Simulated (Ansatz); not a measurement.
TiS2:
```xyz
3
Lattice="3.3148 0.0000 0.0000 -1.6574 2.8707 0.0000 0.0000 0.0000 5.4466" Properties=species:S:1:pos:R:3 pbc="T T T"
Ti     0.0000     0.0000     2.7233
S      0.0000     1.9138     4.1444
S      1.6574     0.9569     1.3021
```

Relaxed with LDA.

Question: List the phonon frequencies at the special points (DFPT on a 3×3×2 q-mesh, Fourier-interpolated; plane-wave PAW LDA (Ansatz code)).

Answer: In cm⁻¹; no LO–TO term at Γ, as the run had none.

```csv
q,frequencies
Γ,0 0 0 196 196 248 248 343 388
M,128 139 192 239 254 293 296 346 392
K,141 215 215 268 268 288 323 345 345
A,49 49 88 199 199 244 244 332 407
L,128 140 190 229 255 293 297 350 382
H,129 221 221 267 267 283 324 344 344
```

Space group P-3m1 (CdI2 type). Symmetry was held in the LDA relaxation; phonons on a q-mesh show no instability. The run is not spin-polarised. A crystal of weakly bound layers computed without a dispersion correction: the cell and the soft elastic constants depend strongly on that. As this level gives no gap, phonon frequencies hold no LO–TO term and depend on the k-mesh and smearing (Fermi–Dirac, 0.1 eV here).

Potentials: the later of the program's two PAW sets.
